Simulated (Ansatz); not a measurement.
The start is a relaxed ZnO cell with every coordinate shifted by Gaussian noise of σ = 0.2 Å. A full variable-cell relaxation at zero pressure is run with PBE (plane waves to 420 eV, PAW, scalar-relativistic; Ansatz, a program for electronic structure). The first steps use a coarse 8×8×3 k-mesh.

Starting cell:
```yaml
crystal:
  lattice:
    - [3.27175, 0.00000, 0.00000]
    - [-1.63587, 2.83342, 0.00000]
    - [0.00000, 0.00000, 10.62953]
  atoms:
    - { symbol: Zn, position: [0.02225, 0.92893, 0.00401] }
    - { symbol: Zn, position: [0.98711, 0.97877, 0.50518] }
    - { symbol: Zn, position: [0.68955, 0.29723, 0.75373] }
    - { symbol: Zn, position: [0.47682, 0.71630, 0.26237] }
    - { symbol: O, position: [0.01631, 0.08976, 0.77988] }
    - { symbol: O, position: [0.99640, 0.00538, 0.31679] }
    - { symbol: O, position: [0.76447, 0.38068, 0.53793] }
    - { symbol: O, position: [0.27433, 0.56521, 0.09069] }
```

Task: How large is the pressure on the unrelaxed cell, and of which sign?

Result: +17.7 GPa (positive: the cell is compressed).

Task: By how much does the energy per atom fall from start to end?

Result: 0.56 eV/atom.

Task: Is the parent structure recovered?

Result: It returns to the parent structure, P6₃mc (No. 186).

Task: How do the shortest distances between atoms change?

Result: The closest pairs of elements (up to four, under 3.6 Å), start → end: O–Zn 1.55 → 2.00 Å; O–O 2.88 → 3.26 Å; Zn–Zn 2.96 → 3.26 Å.

Task: Is the relaxed structure metallic? Give its gap.

Result: 0.69 eV, direct at Γ (no spin-orbit coupling).

Final values are on a 12×12×3 k-mesh of the relaxed cell. No spin polarisation in the result.

The first start was generated by placing the elements on the sites of a structure type. A measured structure of ZnO has the same space group, P6₃mc (No. 186); the sites were not compared with it.
